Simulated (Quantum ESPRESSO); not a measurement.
**Convergence test: CsBr**

```yaml
crystal:
  lattice:
    - [4.32562, 0.00000, 0.00000]
    - [0.00000, 4.32562, 0.00000]
    - [0.00000, 0.00000, 4.32562]
  atoms:
    - { symbol: Cs, position: [0.00000, 0.00000, 0.00000] }
    - { symbol: Br, position: [0.50000, 0.50000, 0.50000] }
```
Geometry: a computed entry of the Materials Project; it was not checked against measured cells. It is CsBr in Pm-3m. Stability against distortions was not tested.

Method: PBE GIPAW on JTH datasets (Quantum ESPRESSO, modified build); kept fixed: cutoff 20 Ha. Costs are rough, from a shared machine. These are absolute shieldings with no macroscopic susceptibility term; δ = σ_ref − σ needs a reference computed alike. Spin–orbit coupling is left out; its weight grows with the heaviest atom, Cs here. No d partial waves on Br: the paramagnetic term there is incompletely reconstructed. The structure is static (0 K, no zero-point motion).

| k-mesh | σ_iso Cs (ppm) | σ_iso Br (ppm) | f-sum rule missed by (%) | irreducible k-points | rough cost ratio |
|---|---|---|---|---|---|
| 2×2×2 shifted | 5641.9 | 2414.1 | 2.7 | 1 | about 1 |
| 3×3×3 through Γ | 5224.6 | 2222.1 | 0.52 | 4 | 3 |
| 3×3×3 shifted | 5414.4 | 2492.8 | 0.46 | 4 | about 1 |
| 4×4×4 shifted | 5366.4 | 2432.5 | 0.09 | 4 | 2 |
| 5×5×5 shifted | 5351.5 | 2413.7 | 0.02 | 10 | 5 |
| 7×7×7 shifted | 5347.5 | 2406.8 | 0.00 | 20 | 7 |

Largest spread: σ_iso Cs (ppm) moves over 417.3 across the rows.
